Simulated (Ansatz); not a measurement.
Values for one crystal, relaxed and computed with r²SCAN in the plane-wave PAW code Ansatz; other levels are named.

* **Volume per atom**: 14.14 Å³
* **Electronic character**: metallic (no gap)
* **Bulk modulus (Birch–Murnaghan fit)**: 215 GPa
* **Formation energy from the elements (no fitted shifts)**: -0.41 eV/atom
* **Gap with spin–orbit coupling**: none (metallic)
* **Pressure derivative B′**: 4.4
* **Density of states at the Fermi level**: 0.08 states/eV per atom (mean over ±0.08 eV)

**Question.** Pick the material that matches.
A. Si2Os, C2/m (Si on 4i, Si on 4i, Os on 4i)
B. SiC, rock salt
C. ZrVSi, P4/nmm (V on 2a, Zr on 2c, Si on 2c)
D. SiNi3, Cu3Au type

**Answer.** A, Si2Os, C2/m (Si on 4i, Si on 4i, Os on 4i)

The first step of the workflow began from a Materials Project structure, measured or hypothetical; the Crystallography Open Database copy checked does not list it. Whether it is the stable phase at ambient conditions was not checked. The r²SCAN relaxation kept the symmetry of its start; its stability against distortions is not shown here. The run is not spin-polarised. The references are the lowest solids computed at this level, not always the standard phases. Scalar-relativistic: spin–orbit coupling is off unless named, which matters more the heavier the elements.

Potentials: the later of the program's two PAW sets.
